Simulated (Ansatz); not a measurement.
Ca3SiO in space group Imma (No. 74; Ca on 4e, Ca on 8g, Si on 4e, O on 4b) at seven volumes, r²SCAN (plane waves, PAW; program Ansatz), shape and atoms relaxed at each. One row is withheld.

```csv
V (Å³/atom),P (GPa)
18.871,?
19.494,4.58
20.116,2.13
20.738,0.00
21.360,-1.83
21.982,-3.34
22.604,-4.66
```

Question: Fit the shown pressures and predict the withheld one.

Answer: Third-order Birch–Murnaghan: P = (3/2)B₀(x^(7/2) − x^(5/2))[1 + (3/4)(B′ − 4)(x − 1)] with x = (V₀/V)^(2/3). Least squares on the six rows gives V₀ = 20.737 Å³/atom, B₀ = 65.03 GPa, B′ = 4.28. At V = 18.871, x = 1.0649 and P = 7.51 GPa. The run itself gave 7.48 GPa.

The workflow started from a Materials Project entry (that database holds measured and hypothetical structures alike); the Crystallography Open Database copy checked does not list it. COD files the formula under space group No. 62. Whether it is the stable phase at ambient conditions was not checked. The cell was relaxed with r²SCAN under the symmetry of its start; whether a distortion lowers the energy is not shown.

Potentials: the later of the program's two PAW sets.
